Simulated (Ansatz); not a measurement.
## HgTe: zone-centre modes under pressure

HgTe, F-43m, a = 6.436 Å. Ansatz: LDA, PAW, 420 eV, Γ-centred 12×12×12 mesh on 2 atoms, Fermi-Dirac smearing 0.15 eV; no spin polarisation. Cell and atoms are relaxed at each pressure with the symmetry kept; optical modes at Γ by linear response, in cm⁻¹, the highest.

| P (GPa) | V (Å³/atom) | ω1 |
| --- | --- | --- |
| 0 | 33.317 | 115.6 |
| 7 | 29.809 | ? |
| 18 | 26.792 | 179.0 |
| 35 | 24.100 | 215.2 |

Task: Get the mode's Grüneisen parameter γ = −d ln ω/d ln V from the other rows and predict the missing frequency.

Result: ln(V/V0) = 0.0000, -0.1113, -0.2180, -0.3239; a line through ln(ω/ω0) of the 3 known rows gives ω1: γ = 1.932 (intercept 0.0040), predicted 143.9, computed 146.3. The miss is 1.6 %: γ isn't constant over this range. In a metal these frequencies hang on the mesh and smearing.

Spin–orbit coupling is left out, which can shift energies with elements as heavy as these.

The bands only touch here, so at this level the crystal is a zero-gap semiconductor or semimetal, not an ordinary metal; spin–orbit coupling, left out, can open or move such a gap.

Cost: 4 runs of about 2.2 core-minutes in all, on Intel Xeon 6975P-C (Granite Rapids) (shared hosts).